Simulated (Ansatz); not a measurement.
The calculation used Ansatz 0.2.0, DFT PBE, scalar-relativistic, plane waves, PAW. All cells share a 420 eV cutoff and Γ-centred k meshes spaced about 0.3 Å⁻¹ or finer (0.25 for metals, 2π included). No spin polarisation.

Temperature and zero-point effects are left out.

Two relaxed structures of Ti2TeAs4:

A.

```
CELL_PARAMETERS angstrom
6.74605 -1.82523 0.00000
6.74605 1.82523 0.00000
-3.15703 0.00000 6.57380
ATOMIC_POSITIONS crystal
Ti 0.23515 0.23515 0.18423
Ti 0.76485 0.76485 0.81577
Te 0.00000 0.00000 0.00000
As 0.87092 0.87092 0.21617
As 0.32349 0.32349 0.58895
As 0.12908 0.12908 0.78383
As 0.67651 0.67651 0.41106
```

B.

```
CELL_PARAMETERS angstrom
3.66570 0.00000 0.00000
0.00000 3.66570 0.00000
0.00000 0.00000 10.44465
ATOMIC_POSITIONS crystal
Ti 0.50000 0.00000 0.30769
Ti 0.00000 0.50000 0.69231
Te 0.50000 0.50000 0.00000
As 0.50000 0.50000 0.50000
As 0.00000 0.00000 0.50000
As 0.50000 0.00000 0.77868
As 0.00000 0.50000 0.22132
```

Problem. Which form is favoured at zero pressure, and by what margin per atom?

Solution. They are level within the accuracy (6 meV/atom apart, with B the lower in these runs). A has space group C2/m (No. 12), 23.1 Å³/atom and no gap on its mesh; B has space group P-4m2 (No. 115), 20.0 Å³/atom and no gap. The shortest distance is 2.52 Å (Ti–As) in A and 2.59 Å (As–As) in B. A holds As–As chains (shortest 2.59 Å); B holds As–As nets (shortest 2.59 Å). In A, around Ti lie 6 As at 2.52–2.80 Å and 1 Te at 2.86 Å; Te is surrounded by 2 As at 2.81 Å, 2 Ti at 2.86 Å, 4 As at 3.44 Å and 2 Te at 3.65 Å; As on its first site has 3 Ti at 2.52–2.64 Å and 1 Te at 2.81 Å; 1 more site not described. In B, around Ti lie 8 As at 2.72–2.74 Å, 4 Ti at 3.67 Å and 2 Te at 3.70 Å; Te has 4 As at 2.95 Å, 4 Te at 3.67 Å and 4 Ti at 3.70 Å; As on a site of symmetry -4m2 is surrounded by 4 As at 2.59 Å and 4 Ti at 2.72 Å; 2 more sites not described. Both come from trial cells of a structure search, whose lowest cell (P-1, 19.5 Å³/atom) lies 48 meV/atom below the lower of the two.

For metals, differences of a few meV/atom aren't resolved. These runs have no spin–orbit coupling, which can matter for Te. Trial moments fell under 0.15 μB along the way in P-4m2; another start might hold them. With atoms moved at random, B (by 48 meV/atom) fell into a lower structure. A had no clear such test and can be a saddle point. Some structure types and database cells were kept out of the candidates from the start, so a known form may be missing.
